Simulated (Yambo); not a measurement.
Excitons in NaYS$_{2}$

```
NaYS2
1.0
    1.96820     1.13634     6.58282
   -1.96820     1.13634     6.58282
    0.00000    -2.27269     6.58282
Na S Y
1 2 1
Direct
  0.00000   0.00000   0.00000
  0.24262   0.24262   0.24262
  0.75738   0.75738   0.75738
  0.50000   0.50000   0.50000
```

Cell and atoms were relaxed with PBEsol from Materials Project entry mp-10226, within its symmetry.

BSE in Yambo on PBEsol (Quantum ESPRESSO, PseudoDojo norm-conserving, 88 Ry, no spin-orbit coupling) bands: 6×6×6 mesh, 6 valence and 10 conduction bands, static screening with 49 bands and a 4 Ry block, scissor 1.68 eV, Tamm-Dancoff; field along x.

```
state  energy (eV)  states within 2 meV  relative strength   class    main transitions
-----  -----------  -------------------  -----------------  ------  ------------------
1             4.19                    1             < 0.01    dark      VB → CB (69 %)
2             4.22                    2               0.92  strong      VB → CB (73 %)
3             4.26                    2               1.00  strong  several band pairs
4             4.36                    1             < 0.01    dark      VB → CB (85 %)
5             4.37                    1             < 0.01    dark  several band pairs
6             4.37                    2             < 0.01    dark      VB → CB (86 %)
```

These are vertical excitations (zero momentum); the indirect quasiparticle gap, about 3.76 eV, is smaller than the direct one (4.66 eV on the GW mesh). The direct quasiparticle gap on this mesh is 4.66 eV; counted from there, state 1 is bound by 0.47 eV. Convergence with the mesh was not shown.

Spin singlets only. Strengths are relative to the strongest of the lowest states of this run; strong means a line over 3 % of the spectrum's maximum, dark under 0.03 %. Absolute energies carry the error of the G0W0 scissor, whose convergence isn't established; the long-wavelength screening was taken along (1,1,1) although the crystal is anisotropic.
